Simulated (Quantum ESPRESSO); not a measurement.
## In2Pd3AuReSn (different elements on one site, starting from this cell)

Simulated, not a measurement. The program is pw.x of Quantum ESPRESSO 7.5 (plane-wave density functional theory). The cell is made up: eight metal atoms on a hexagonal close-packed lattice, with elements, volume, strain and displacements drawn at random and not relaxed, so it may be unstable or far from any real phase. PseudoDojo standard norm-conserving files set the functional (PBE unless stated); there is no spin polarisation or spin-orbit coupling, the Fermi-Dirac width of 0.25 eV means electrons at about 2900 K, and the masses in the input are unused placeholders. The tin pseudopotential is less sure than most, with forces differing by about three percent from a second method on plain tin. Heavy elements are run without spin-orbit coupling, which real alloys of them have. A spin test at this wide smearing found no moment, but such smearing suppresses magnetism that the real alloy may have.

The runs put different elements on site 7. Cell, positions, cutoff, mesh and smearing stay as in the input of run 1; sites are counted in its order. Stress in the tables is positive in tension.

Input of run 1:

```
&control calculation='scf', pseudo_dir='./dojo.nc.sr.pbe.v0_5.standard.upf', outdir='./o', disk_io='minimal', tprnfor=.true., tstress=.true. /
&system ibrav=0, nat=8, ntyp=5, nbnd=78, ecutwfc=82.02448710, nosym=.true., tot_charge=0,
 occupations='smearing', smearing='fd', degauss=0.0183746611
/
&electrons conv_thr=1.470e-08, electron_maxstep=70, mixing_beta=0.5 /
ATOMIC_SPECIES
Au 1.0 Au.upf
In 1.0 In.upf
Pd 1.0 Pd.upf
Re 1.0 Re.upf
Sn 1.0 Sn.upf
CELL_PARAMETERS angstrom
-2.8895 -0.0014 -0.0127
0.0024 4.9937 0.0177
1.402 -2.5295 -9.189
ATOMIC_POSITIONS angstrom
In 0.004 0.0528 -0.0364
Pd 0.0 1.6601 -2.2636
Au -0.0675 -0.0475 -4.5963
Pd -0.0259 1.66 -6.8558
Pd -1.4823 2.501 -0.0153
Re -1.4526 4.152 -2.2728
Sn -1.4511 2.4807 -4.5994
In -1.4637 -0.843 -6.9462
K_POINTS automatic
8 5 3 1 1 1
```

```
run  elements on sites 1 to 8  -TS (eV)  pressure (GPa)  stress xx (GPa)  stress yy (GPa)  stress zz (GPa)  stress yz (GPa)  stress xz (GPa)  stress xy (GPa)  iterations
  1   In Pd Au Pd Pd Re Sn In    -0.922           12.16           -12.28           -11.48           -12.71             0.30             0.60            -0.13          17
  2   In Pd Au Pd Pd Re Ga In    -0.961            3.85            -3.33            -2.82            -5.39            -0.26             0.53            -0.13          17
  3   In Pd Au Pd Pd Re Zr In    -1.047           10.68            -9.56            -8.47           -14.01             0.20             0.59            -0.15          17
  4   In Pd Au Pd Pd Re Mo In    -1.203            2.49            -0.90            -0.32            -6.24            -0.08             0.62            -0.18          17
  5   In Pd Au Pd Pd Re Ta In    -1.086            5.85            -4.48            -3.87            -9.19             0.56             0.61            -0.16          18
```

Forces Fx Fy Fz (eV/Å):

| site | run 1 | run 2 | run 3 | run 4 | run 5 |
| --- | --- | --- | --- | --- | --- |
| 1 | -0.09 -0.94 -0.32 | -0.09 -0.94 -0.26 | -0.09 -0.91 -0.17 | -0.09 -0.92 -0.08 | -0.09 -0.92 -0.11 |
| 2 | -0.04 0.19 -0.47 | -0.03 0.39 -1.00 | -0.06 0.22 -0.74 | -0.05 0.31 -1.13 | -0.05 0.29 -1.17 |
| 3 | 0.19 0.41 0.70 | 0.13 0.21 0.73 | 0.29 0.37 0.93 | 0.23 0.56 0.89 | 0.25 0.48 0.92 |
| 4 | 0.04 0.13 -0.25 | 0.02 0.37 0.31 | 0.05 0.06 -0.66 | 0.06 0.11 -0.21 | 0.05 0.12 -0.28 |
| 5 | 0.15 0.38 0.07 | 0.15 0.37 0.03 | 0.13 0.38 0.00 | 0.14 0.43 0.05 | 0.13 0.42 0.06 |
| 6 | -0.05 -0.46 -0.46 | -0.05 -0.71 -0.91 | -0.02 -0.43 -1.03 | -0.02 -1.08 -1.73 | -0.02 -0.90 -1.54 |
| 7 | -0.09 -0.85 1.29 | -0.03 -0.43 0.92 | -0.19 -0.76 2.03 | -0.16 -0.04 1.84 | -0.16 -0.36 2.21 |
| 8 | -0.11 1.14 -0.56 | -0.11 0.75 0.20 | -0.11 1.07 -0.36 | -0.11 0.63 0.38 | -0.11 0.87 -0.08 |

Energies are left out, as each element's file has its own zero. A rerun of one cell of this series at a higher cutoff and on a denser mesh moved values by no more than 0.003 eV in energy, 0.09 GPa in stress and 0.007 eV/Å in force, and a second program with other atomic files agreed on that cell to 2 % rms in force and 0.5 GPa in pressure.